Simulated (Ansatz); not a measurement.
TaTi$_{3}$Si$_{8}$: phonons across the zone

All numbers below come from DFT PBE, scalar-relativistic, plane waves, PAW in Ansatz 0.2.0. Plane waves to 420 eV; Γ-centred k mesh 10×10×6; Fermi-Dirac smearing of 0.15 eV. No spin polarisation. Phonons by linear response, acoustic sum rule imposed.

Equilibrium structure at this level:
```
Ti Ta Si
1.0
     2.40763   -4.29775    0.00000
     2.40763    4.29775    0.00000
     0.00000    0.00000    8.29612
Ti Ta Si
3 1 8
Direct
  0.00000 0.50000 0.24997
  0.50000 0.00000 0.75003
  0.00000 0.00000 0.00000
  0.50000 0.50000 0.50000
  0.00000 0.50000 0.59513
  0.50000 0.00000 0.08689
  0.00000 0.50000 0.91311
  0.50000 0.00000 0.40487
  0.50000 0.50000 0.84022
  0.00000 0.00000 0.33550
  0.50000 0.50000 0.15978
  0.00000 0.00000 0.66450
```

The structure comes from a generated guess, relaxed at this level; another structure or a mixture of phases may lie lower. In a metal, frequencies and elastic constants depend on the k mesh and the smearing, soft modes and shear constants most. Spin–orbit coupling is left out, which matters for heavy elements. The q mesh is coarse, so values between its points are rough.

Force constants from linear response on a 2×2×1 q mesh.

(1) Is the structure dynamically stable on the q mesh?

(2) Give the frequencies (cm⁻¹) at the zone-boundary points of high symmetry (interpolated where a point lies off the q mesh).

## Answers

(1) Yes, on this mesh: no mode is imaginary.

(2)
```tsv
point	q	frequencies
Y	-0.500 0.500 0.000	102 113 164 166 176 208 214 216 217 222 232 243 243 243 245 251 262 267 276 297 298 306 309 317 325 327 336 338 339 345 348 348 352 361 375 400
C0	-0.328 0.672 0.000	121 150 152 178 178 190 202 208 209 217 220 229 237 250 259 260 264 271 271 282 285 292 296 301 302 317 323 338 348 353 354 362 374 377 396 398
SIGMA0	0.328 0.328 0.000	121 150 152 178 178 190 202 208 209 217 220 229 237 250 259 260 264 271 271 282 285 292 296 301 302 317 323 338 348 353 354 362 374 377 396 398
Z	0.000 0.000 0.500	65 77 86 102 116 154 158 166 195 197 201 212 217 218 222 226 237 239 246 251 275 279 291 292 318 321 324 325 371 376 382 387 390 397 417 418
A0	0.328 0.328 0.500	123 152 155 183 183 199 200 206 210 212 219 223 234 248 251 251 264 274 278 284 289 295 298 298 301 308 333 337 346 354 354 366 367 381 396 398
E0	-0.328 0.672 0.500	123 152 155 183 183 199 200 206 210 212 219 223 234 248 251 251 264 274 278 284 289 295 298 298 301 308 333 337 346 354 354 366 367 381 396 398
T	-0.500 0.500 0.500	122 132 158 168 175 196 201 222 223 229 233 233 238 240 246 252 252 265 285 292 301 306 310 310 333 334 334 335 341 342 346 350 356 356 376 399
S	0.000 0.500 0.000	122 128 162 172 175 181 187 202 206 207 213 218 225 237 238 241 246 264 276 295 295 296 305 305 308 315 317 327 333 349 362 382 383 388 393 410
R	0.000 0.500 0.500	126 129 163 171 175 191 193 201 202 211 211 220 220 231 232 239 240 270 278 290 295 301 302 305 308 314 322 324 336 350 361 381 383 391 392 409
```
